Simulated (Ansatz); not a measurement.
KTaO₃:
```yaml
crystal:
  lattice:
    - [3.99013, 0.00000, 0.00000]
    - [0.00000, 3.99013, 0.00000]
    - [0.00000, 0.00000, 3.99013]
  atoms:
    - { symbol: K, position: [0.00000, 0.00000, 0.00000] }
    - { symbol: Ta, position: [0.50000, 0.50000, 0.50000] }
    - { symbol: O, position: [0.00000, 0.50000, 0.50000] }
    - { symbol: O, position: [0.50000, 0.50000, 0.00000] }
    - { symbol: O, position: [0.50000, 0.00000, 0.50000] }
```

Relaxed with r²SCAN.

Give the Bader charges and basin volumes of the independent atoms, plane-wave PAW r²SCAN (Ansatz code).



```csv
atom,Bader charge (e),Bader volume (Å³)
K1,+0.84,15.4
Ta2,+3.04,9.0
O3,-1.29,13.0
```

Space group Pm-3m (cubic perovskite). The cell was relaxed with r²SCAN under the symmetry of its start. No spin polarisation was allowed. Spin–orbit coupling is left out wherever it is not named.

Potentials: the later of the program's two PAW sets.
